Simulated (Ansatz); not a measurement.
CsPbCl₃ (cubic perovskite)

```
CsPbCl3
1.0
    5.73565     0.00000     0.00000
    0.00000     5.73565     0.00000
    0.00000     0.00000     5.73565
Cs Pb Cl
1 1 3
Cartesian
  0.00000   0.00000   0.00000
  2.86783   2.86783   2.86783
  0.00000   2.86783   2.86783
  2.86783   2.86783   0.00000
  2.86783   0.00000   2.86783
```

Scan: atom 4 (Cl, nearest neighbour Pb at 2.868 Å; its periodic images, 5.7 Å or more away, move with it) is displaced along Cartesian z, direction (0.000, 0.000, 1.000) in Cartesian axes, by s. The other atoms stay.

Method: PBE (plane waves to 420 eV, PAW, scalar-relativistic; Ansatz, a first-principles code). k mesh 5×5×5 (Γ-centred), Fermi-Dirac smearing 0.05 eV. The energy includes the smearing's −TS. Compression counts positive. F∥ is the force on the atom along that direction. CsPbCl3 was relaxed with its symmetry unable to fall. Spin-orbit coupling is left out, though Pb is heavy. The PAW data are Ansatz's earlier set. This is a high-temperature form of CsPbCl3. The zero of ΔE is the undisplaced structure.

| s (Å) | ΔE (eV/cell) | F∥ (eV/Å) | P (GPa) |
|---|---|---|---|
| -0.860 | (withheld) | 13.996 | (withheld) |
| -0.688 | 1.291 | 6.787 | 4.7 |
| -0.516 | (withheld) | (withheld) | 2.3 |
| -0.344 | 0.143 | 1.159 | 0.9 |
| -0.172 | 0.025 | 0.335 | 0.2 |
| 0.000 | 0.000 | 0.000 | 0.0 |
| 0.172 | 0.025 | -0.335 | 0.2 |
| 0.344 | 0.143 | -1.159 | 0.9 |
| 0.516 | (withheld) | (withheld) | 2.3 |
| 0.688 | 1.291 | -6.787 | 4.7 |
| 0.860 | (withheld) | -13.996 | (withheld) |

Problem. Fill in the missing entries.

Solution. 
- -0.860, ΔE (eV/cell): 3.013
- -0.860, P (GPa): 8.7
- -0.516, ΔE (eV/cell): 0.483
- -0.516, F∥ (eV/Å): 3.025
- 0.516, ΔE (eV/cell): 0.483
- 0.516, F∥ (eV/Å): -3.025
- 0.860, ΔE (eV/cell): 3.013
- 0.860, P (GPa): 8.7

(For displaced atoms, the force is minus the slope of the energy, and its curvature is a force constant, which sets phonon frequencies.)
